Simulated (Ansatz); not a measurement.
HfO2 (fluorite, space group No. 225) at seven volumes, DFT-r²SCAN in the program Ansatz with PAW potentials, scaled uniformly. One row is withheld.

```tsv
V (Å³/atom)	P (GPa)
9.816	?
10.139	19.06
10.463	8.79
10.786	0.00
11.110	-7.53
11.434	-13.98
11.757	-19.49
```

**Question.** Fit the shown pressures and predict the withheld one.

**Answer.** P = (3/2)B₀(x^(7/2) − x^(5/2))[1 + (3/4)(B′ − 4)(x − 1)] with x = (V₀/V)^(2/3). Least squares on the six rows gives V₀ = 10.786 Å³/atom, B₀ = 271 GPa, B′ = 4.18. At V = 9.816, x = 1.0648 and P = 31.11 GPa. The run itself gave 31.08 GPa.

Space group Fm-3m (fluorite). This is a known high-temperature phase of the composition, computed here at zero pressure and temperature. The cell was relaxed with r²SCAN under the symmetry of its start; its stability against distortions is not shown here. The run is not spin-polarised. Scalar-relativistic: spin–orbit coupling is off unless named, which matters more the heavier the elements.

Potentials: the later of the program's two PAW sets.
